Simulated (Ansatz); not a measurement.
Zr2Cu:
```xyz
3
Lattice="-1.5938 1.5938 5.5207 1.5938 -1.5938 5.5207 1.5938 1.5938 -5.5207" Properties=species:S:1:pos:R:3 pbc="T T T"
Cu     0.0000     0.0000     0.0000
Zr     0.0000     0.0000     3.8259
Zr     0.0000     0.0000     7.2156
```

Relaxed with PBEsol. Special points in fractions of this cell's reciprocal vectors: Γ (0.000, 0.000, 0.000); X (0.000, 0.000, 0.500); P (0.250, 0.250, 0.250); N (0.000, 0.500, 0.000); M (0.500, 0.500, -0.500); S (0.271, 0.729, -0.271); S0 (-0.271, 0.271, 0.271); R (-0.042, 0.042, 0.500); G (0.500, 0.500, -0.042).

### Question
List the band energies nearest the Fermi level at these points for PBEsol (plane waves, PAW; program Ansatz).

### Answer
In eV from the Fermi level; about four levels below and three above (degenerate sets whole), none deeper than 8.9 eV; points with the same levels are listed once.

| k | below | above |
|---|---|---|
| Γ | -3.21 -3.21 -3.11 -1.83 -0.31 | 0.32 1.99 1.99 |
| X | -2.45 -2.11 -1.19 -0.73 | 1.59 1.74 3.64 |
| P | -2.60 -2.11 -2.05 -2.05 | 0.56 0.56 2.00 |
| N | -3.22 -2.34 -1.13 -0.58 | 0.39 0.75 0.95 |
| M | -3.21 -3.21 -3.10 -1.43 -0.94 | 0.09 1.03 1.03 |
| S | -3.12 -1.98 -1.48 -0.38 | 0.41 0.43 1.00 |
| R | -2.32 -2.15 -1.32 -0.76 | 1.65 1.70 3.60 |

Space group I4/mmm (MoSi2 or CaC2 type). The workflow started from an entry of the Crystallography Open Database (COD), which files this formula under 2 space groups. Its standing as an ambient phase is unchecked. Symmetry was held in the PBEsol relaxation; its stability against distortions is not shown here. The run is not spin-polarised. Scalar-relativistic: spin–orbit coupling is off unless named, which matters more the heavier the elements.

Potentials: the later of the program's two PAW sets.
